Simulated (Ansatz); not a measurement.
# BiTe: stationary points along a deformation path

These are results of DFT PBE, scalar-relativistic, plane waves, PAW in Ansatz, not measurements. Cutoff 420 eV, Γ-centred 14×14×14 k-points, Gaussian smearing of 0.15 eV. Spin–orbit coupling is left out, which can shift energies with elements as heavy as these. No spin polarisation. Energies are free energies at this smearing, counted from the undisturbed cell; pressure is positive in compression.

Reference structure (as given, not relaxed at this level; it stands at 0.8 GPa, and it needn't be the usual structure):

```
Bi Te
1.0
     0.00000    3.23500    3.23500
     3.23500    0.00000    3.23500
     3.23500    3.23500    0.00000
Bi Te
1 1
Direct
  0.00000 0.00000 0.00000
  0.50000 0.50000 0.50000
```

At fixed volume and fractional coordinates, lengths along (0.577, 0.577, 0.577) are scaled against those across it; ρ is that ratio over its starting value. V = 33.855 Å³/atom. Δσ is the stress along the axis less the mean stress across it (compression positive).

```csv
ρ,ΔE (meV/atom),Δσ (GPa),space group
0.500,186.7,0.00,Pm-3m
0.600,150.2,3.31,R-3m
0.710,44.1,3.97,R-3m
0.850,-3.9,-0.09,R-3m
0.930,-0.3,-0.14,R-3m
1.000,0.0,0.00,Fm-3m
1.080,0.3,0.04,R-3m
1.200,-1.1,-0.10,R-3m
1.410,59.2,-6.01,R-3m
1.700,265.7,-7.38,R-3m
2.000,384.1,-1.26,R-3m
```

Question: How does the stress give the slope of the energy, and where is the energy stationary?

Answer: Along the path d ln(length) is 2/3 d ln ρ on the axis and −1/3 d ln ρ across it, so dE/d ln ρ = −(2/3) V Δσ: the energy falls with ρ where Δσ is positive. Δσ vanishes or changes sign at ρ = 0.500 (Pm-3m, an end of the scan), at 186.7 meV/atom; between ρ = 0.710 and 0.850, a minimum (near 0.85 by linear interpolation); at ρ = 1.000 (Fm-3m), a stationary point at 0.0 meV/atom; between ρ = 1.080 and 1.200, a minimum (near 1.11 by linear interpolation). Pairs of stationary points between two samples would go unseen, and could change a minimum read from distant neighbours into a maximum. At ρ = 0.500, 1.000 the cell is cubic, where symmetry alone makes the stress isotropic and the slope zero.

Question: Which shear constant sets the curvature at ρ = 1?

Answer: For a cubic crystal E/V = (2/3) C (ln ρ)² with C = C44, so Δσ = −2C ln ρ. The parabola of Δσ against ln ρ through ρ = 0.930, 1 and 1.080 gives C ≈ -0.6 GPa with the ions clamped, rough because the steps are large. It is the stress–strain coefficient at this cell's pressure of 0.8 GPa, not the zero-pressure constant.

Question: Is the start the lowest point of the path?

Answer: No: ρ = 0.850 lies 3.9 meV/atom lower, with no sampled rise above the start on the way. Volume and inner coordinates are held, so a relaxed structure there would lie lower still.

In a metal these slopes depend on the k mesh and the smearing.